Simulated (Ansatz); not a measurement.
# GdCl3 in the BiF3-type structure

Computed with Ansatz (plane waves, PAW, 420 eV cutoff): PBEsol, scalar-relativistic, collinear spin, Γ-centred 8×8×8 mesh, 0.05 eV Gaussian smearing; PAW files: Ansatz's generated set soft_2.

```yaml
crystal:
  lattice:
    - [0.00000, 3.42181, 3.42181]
    - [3.42181, 0.00000, 3.42181]
    - [3.42181, 3.42181, 0.00000]
  atoms:
    - { symbol: Gd, position: [0.00000, 0.00000, 0.00000] }
    - { symbol: Cl, position: [0.50000, 0.50000, 0.50000] }
    - { symbol: Cl, position: [0.25000, 0.25000, 0.25000] }
    - { symbol: Cl, position: [0.75000, 0.75000, 0.75000] }
```

The start was a prototype's sites filled with these elements. The Crystallography Open Database lists the compound in space group P63/m, so this is a trial structure.

Magnetic state: ferromagnetic, site spin moments Gd 6.89 μB.

Elastic constants come from the stress of slightly strained cells with relaxed atoms, in GPa, Voigt order xx, yy, zz, yz, xz, xy in the Cartesian frame of the vectors above.

```
64.3 73.9 73.9  0.0  0.0  0.0
73.9 64.3 73.9  0.0  0.0  0.0
73.9 73.9 64.3  0.0  0.0  0.0
 0.0  0.0  0.0 34.5  0.0  0.0
 0.0  0.0  0.0  0.0 34.5  0.0
 0.0  0.0  0.0  0.0  0.0 34.5
```

Is the crystal mechanically stable, and what are its polycrystalline moduli?

Unstable: the tensor has an eigenvalue of -9.7 GPa, so some strain lowers the energy and averaged moduli mean nothing. This holds for the static lattice at 0 K; thermal motion can hold such a phase at higher temperature.

 Scalar-relativistic only: spin–orbit splittings of the heavy atoms' levels are missing. Site moments are of spin, integrated over atomic spheres. Only parallel moments were tried, so the real magnetic order may be another.
